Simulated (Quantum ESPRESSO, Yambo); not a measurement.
KMo₂AlO₈ (space group P-3m1, No. 164). The geometry is that of Materials Project entry mp-19352, symmetrised and not relaxed again. Chain: PBEsol (pw.x of Quantum ESPRESSO, ONCV potentials, no spin-orbit coupling); G0W0 in Yambo (3×3×2 Γ-centred k mesh, bands 3 to 226 and a 6 Ry block in the screening, 226 bands in G with the Bruneval-Gonze terminator, plasmon pole fitted at 27.2 eV); BSE (3×3×2 mesh, 24 valence and 18 conduction bands, static screening with 118 bands and a 3 Ry block, scissor 2.67 eV, Tamm-Dancoff).

PBEsol gap (dense path): 3.68 eV
PBEsol gap Γ → Γ on the GW mesh: 3.68 eV
PBEsol smallest direct gap on the GW mesh, at Γ: 3.68 eV
G0W0 direct gap at that point: 6.34 eV
G0W0 correction to the gap Γ → Γ: 2.66 eV
direct gap on the BSE mesh, with the scissor: 6.34 eV
first BSE state allowed for light along x: 4.18 eV
lowest BSE state: 3.99 eV
binding of the lowest exciton: 2.35 eV
RPA electronic dielectric constant along x: 3.01 (3×3×2 mesh, PBEsol bands)

Rough cost of the Yambo steps against G0W0 for 8 states: BSE within a factor of two, one RPA spectrum about 1/9.

Nearest settings tried, and what they do to the gap: 97 bands in W, 97 bands in G: +182 meV; 115 bands in W: +79 meV; 1 Ry block (35 vectors against 329): +853 meV. Not varied: mesh. So the settings aren't converged at that level. The BSE states are vertical excitations (zero momentum). Convergence of the RPA response with its 3×3×2 mesh was not tested. Convergence of the binding with the mesh was not shown. Axes are Cartesian, with cell vectors (Å) (5.64, 0.00, 0.00), (-2.82, 4.88, 0.00), (0.00, 0.00, 7.32).

Spin-orbit splittings are left out.

The structure is a Materials Project entry; no match was found in the copy of COD used, and its stability was not checked.
